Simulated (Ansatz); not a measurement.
Vibrational response of CdF2 at -3.3 GPa

All numbers below come from Ansatz 0.2.0, DFT LDA, scalar-relativistic, plane waves, PAW. Plane waves to 420 eV; Γ-centred k mesh 8×8×8; fixed occupations. No spin polarisation. Phonons by linear response, acoustic sum rule imposed.

The cell is fixed (symmetry leaves no force on the atoms) and stands under -3.3 GPa:
```yaml
crystal:
  lattice:
    - [0.00000, 2.67310, 2.67310]
    - [2.67310, 0.00000, 2.67310]
    - [2.67310, 2.67310, 0.00000]
  atoms:
    - { symbol: Cd, position: [0.00000, 0.00000, 0.00000] }
    - { symbol: F, position: [0.25000, 0.25000, 0.25000] }
    - { symbol: F, position: [0.75000, 0.75000, 0.75000] }
```

The cell is the ideal cubic fluorite prototype.

Optical modes at Γ (transverse, no macroscopic field); i marks an imaginary frequency:
```
frequency (cm⁻¹) degeneracy IR intensity of the level ((D/Å)²/amu) Raman activity of the level (Å⁴/amu)
             218           3                                   14.81                                   0.0
             303           3                                    0.00                                   6.2
```

All 6 optical modes at Γ are real: no displacement of atoms at fixed cell lowers the energy to second order. Strains and modes at other wave vectors aren't tested by this run.

```json
{
  "Electronic dielectric constant ε∞ (principal values)": "2.94",
  "Static dielectric constant ε0 (principal values)": "8.7",
  "Refractive index √ε∞, mean": "1.71",
  "Kohn–Sham gap on the mesh": "2.89 eV",
  "Cost": "8.8 min on 1 thread of Intel(R) Xeon(R) Processor @ 2.50GHz (Skylake/Cascade Lake), with other jobs on the host, peak memory 1.1 GiB"
}
```

Born effective charges (e):
| atom | Z*xx | Z*yy | Z*zz | mean |
| --- | --- | --- | --- | --- |
| Cd (atom 1) | 2.47 | 2.47 | 2.47 | 2.47 |
| F (atom 2) | -1.23 | -1.23 | -1.23 | -1.23 |